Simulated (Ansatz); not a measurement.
Ansatz input

```yaml
crystal:
  lattice:
    - [-4.1468028185, 4.1474014705, 1.7178273945]
    - [4.1474014705, -4.1468028185, 1.7178273945]
    - [2.2421674645, 2.2421674645, -1.7167309623]
  atoms:
    - { symbol: Yb, position: [4.1093e-06, 0.9999958907, 1.0] }
    - { symbol: Yb, position: [0.7499958907, 0.2500041093, 0.5] }
hamiltonian:
  xc: r2scan
  pseudopotentials:
    kind: paw
    azcp:
      Yb: "pseudopotentials/Yb.paw.azcp"
basis:
  ecutwfc: 500
  fft_grid_basis: typed
kpoints:
  mp_grid: { grid: [12, 12, 11], shift: [0, 0, 0] }
magnetization:
  spin_polarized: false
scf:
  occupations: { method: fermi_dirac, width: 0.1 }
  lower_state_search: "off"
output:
  stress: true
  write_density: true
  write_potential: true
  elf: true
  volumetric_format: npy
```

Terminal output

```
band count auto-derived: 30, from the close of a first SCF at 29 (N_el = 48.0; filled up to band 24; 29 by the electrons, moments and atoms)
Engine: ansatz 0.2.0, x86_64-unknown-linux-gnu
Pseudopotentials: kind: paw
Pseudopotential: Yb, paw, valence charge 24, recommended cutoff 500 eV (meta_gga) 
Functional definition: r2SCAN
  parameter k0 = 0.174
  parameter k1 = 0.065
  parameter a1 = 4.9479
  exchange = r2scan_x(k0 = k0, k1 = k1, a1 = a1)
  correlation = r2scan_c
Crystal: 2 atoms, lattice volume = 63.901 Å³
Basis set: ecut = 500 eV, 1621 PW (Γ), exchange–correlation on 180×180×108 points (64 copies of the dense FFT grid, shifted against one another)
Bands: 29, of which v1, the nominal top of the filled ones, is band 24 counted from 1 (23 counted from 0)
Symmetry: 4 space group operations
Space group: C2/c (ITA 15), of the structure as read, at distance tolerance 4.0e-5 Å
k-points: 433 of 1584
Non-local potential: Yb, projectors of the file, l = 0: 3, l = 1: 2, l = 2: 2, l = 3: 3
PAW form: soft (Blöchl's): semilocal exchange-correlation on the pseudo side does not see the compensation charge
PAW frozen core: Yb, regenerated for the run's functional (the file was generated under x = pbe(κ = 0.804, μ = 0.2195149727645171), c = pbe(β = 0.06672455060314922))
PAW one-centre angular grid: Yb, 2702 points (default); XC on 160 Gauss nodes
Initial density: superposition of atomic densities (neutral atoms: chi_scale 0, normalization atom), corrected by the library's trained network
Initial wavefunctions: pseudopotential atomic-orbital guess
Functional: x = r2scan, c = r2scan; τ floored in thin density (d = 2e-4 eV/Å³)
SCF iter   1: F=-27610.243192 eV  HF=-27611.748927 eV  |F-HF|=1.51e0  |Δ(HF+E_count)|=         —  Δρ=4.11e-2  dr2=9.04e-1  dr2_τ=4.41e-3  ethr=1.77e-3  ⟨swp⟩=5.2  Hψ=51744  notcnv=0
SCF iter   2: F=-27549.321734 eV  HF=-27614.167892 eV  |F-HF|=6.48e1  |Δ(HF+E_count)|=    2.42e0  Δρ=2.94e-1  dr2=4.37e1  dr2_τ=7.77e-2  ethr=1.77e-3  ⟨swp⟩=4.6  Hψ=38465  notcnv=0  defer=196  recentre
SCF iter   3: F=-27611.024414 eV  HF=-27611.699542 eV  |F-HF|=6.75e-1  |Δ(HF+E_count)|=    2.47e0  Δρ=2.69e-2  dr2=3.90e-1  dr2_τ=9.60e-4  ethr=1.77e-3  ⟨swp⟩=3.0  Hψ=31016  notcnv=0
SCF iter   4: F=-27611.651182 eV  HF=-27611.647031 eV  |F-HF|=4.15e-3  |Δ(HF+E_count)|=   5.25e-2  Δρ=3.87e-3  dr2=6.66e-3  dr2_τ=6.75e-4  ethr=8.13e-4  ⟨swp⟩=2.0  Hψ=25786  notcnv=0
SCF iter   5: F=-27611.652083 eV  HF=-27611.650916 eV  |F-HF|=1.17e-3  |Δ(HF+E_count)|=   3.89e-3  Δρ=2.24e-3  dr2=2.99e-3  dr2_τ=8.94e-5  ethr=1.39e-5  ⟨swp⟩=2.5  Hψ=25354  notcnv=0
SCF iter   6: F=-27611.651216 eV  HF=-27611.652515 eV  |F-HF|=1.30e-3  |Δ(HF+E_count)|=   1.60e-3  Δρ=1.87e-3  dr2=2.12e-3  dr2_τ=8.84e-6  ethr=6.22e-6  ⟨swp⟩=2.7  Hψ=24488  notcnv=0
SCF iter   7: F=-27611.634071 eV  HF=-27611.653500 eV  |F-HF|=1.94e-2  |Δ(HF+E_count)|=   9.84e-4  Δρ=5.41e-3  dr2=1.54e-2  dr2_τ=8.49e-6  ethr=4.41e-6  ⟨swp⟩=2.0  Hψ=20514  notcnv=0  recentre
SCF iter   8: F=-27611.643483 eV  HF=-27611.652834 eV  |F-HF|=9.35e-3  |Δ(HF+E_count)|=   6.66e-4  Δρ=3.83e-3  dr2=7.59e-3  dr2_τ=5.99e-6  ethr=4.41e-6  ⟨swp⟩=1.0  Hψ=14289  notcnv=0
SCF iter   9: F=-27611.647948 eV  HF=-27611.652532 eV  |F-HF|=4.58e-3  |Δ(HF+E_count)|=   3.02e-4  Δρ=2.65e-3  dr2=3.64e-3  dr2_τ=4.91e-6  ethr=4.41e-6  ⟨swp⟩=1.0  Hψ=14289  notcnv=0
Error: SIGTERM received: cancelled by the caller after 9 completed SCF iterations
```

The run was cut off at its time limit.
